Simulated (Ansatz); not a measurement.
Na, DFT, LDA, PAW with Ansatz's default frozen-core files, scalar-relativistic (Ansatz 0.2.0), run on 1 thread of Arm Neoverse V1 on a shared host.

Structure: COD 9011000, as refined from experiment and not relaxed. The listed cell was then made from it by scaling, straining or moving an atom.

Command: `ansatz run input.yaml --threads 1 --pin off --max-ram 3072MiB --backend cpu --events-out ev --progress --plain --runs-dir out`

```yaml
crystal:
  lattice:
    - [3.7919487511, 0.0, 0.0]
    - [-1.8959743756, 3.2839239483, 0.0]
    - [0.0, 0.0, 6.1947561546]
  atoms:
    - { symbol: Na, position: [0.3333333333, 0.6666666667, 0.25] }
    - { symbol: Na, position: [0.6666666667, 0.3333333333, 0.75] }
kpoints:
  mp_grid: { grid: [11, 11, 6] }
scf:
  occupations: { method: fermi_dirac, width: 0.05 }
hamiltonian:
  xc: lda
  pseudopotentials: { kind: paw }
output:
  forces: true
  stress: true
  eigenvalues: true
  efg: { contact_densities: true }
  write_density: true
  write_potential: true
  elf: true
  volumetric_format: npy
```

Question: How large is the problem that the program sets up?

Answer: 64 irreducible k-points, 1521 plane waves at Γ, 13 bands.

Question: Estimate the wall time and the peak memory.

Answer: 4.3 s of wall time for 7 SCF iterations, with a peak of 0.34 GiB. Times on shared machines scatter by tens of per cent.

Question: And the same cell and mesh by crystal-made all-electron datasets, asked for forces, stress, eigenvalues, efg, on the same hardware?

Answer: 5.2 s, peak memory 0.3 GiB.
